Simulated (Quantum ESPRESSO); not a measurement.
```cif
data_Pb4S4
_chemical_formula_sum 'S4 Pb4'
_space_group_name_H-M_alt 'P 1'
_space_group_IT_number 1
_cell_length_a 8.43319
_cell_length_b 4.23051
_cell_length_c 5.98249
_cell_angle_alpha 90.000
_cell_angle_beta 90.000
_cell_angle_gamma 90.000
loop_
_space_group_symop_operation_xyz
  'x, y, z'
loop_
_atom_site_label
_atom_site_type_symbol
_atom_site_fract_x
_atom_site_fract_y
_atom_site_fract_z
_atom_site_occupancy
S1 S 0.87476 0.25000 0.75095 1
S2 S 0.12524 0.75000 0.24905 1
S3 S 0.62524 0.75000 0.25095 1
S4 S 0.37476 0.25000 0.74905 1
Pb1 Pb 0.12376 0.75000 0.75009 1
Pb2 Pb 0.87624 0.25000 0.24991 1
Pb3 Pb 0.37624 0.25000 0.25009 1
Pb4 Pb 0.62376 0.75000 0.74991 1
```

The geometry is that of Materials Project entry mp-21276, symmetrised and not relaxed again.

Question: What does PBEsol (Quantum ESPRESSO, PseudoDojo norm-conserving, 62 Ry, scalar-relativistic) give for the electronic structure near the Fermi level?

Answer: The PBEsol gap is 0.32 eV and nearly direct: the edges lie at S and Y, the smallest direct gap within 0.02 eV of it. Another valence and conduction extremum on the path lies within 0.02 eV, too close to call. Spin-orbit coupling is left out; with 6p states at a band edge it can lower the gap by many tenths of an eV, most of a small gap. So small a PBEsol gap in heavy elements may be inverted, where one-shot corrections to single bands mislead.

This is not the ordinary phase of the substance; no match was found in the copy of COD used, and its stability was not checked.

Letters of k points follow the standard setting of the lattice, whose axes may be ordered differently from the printed cell.
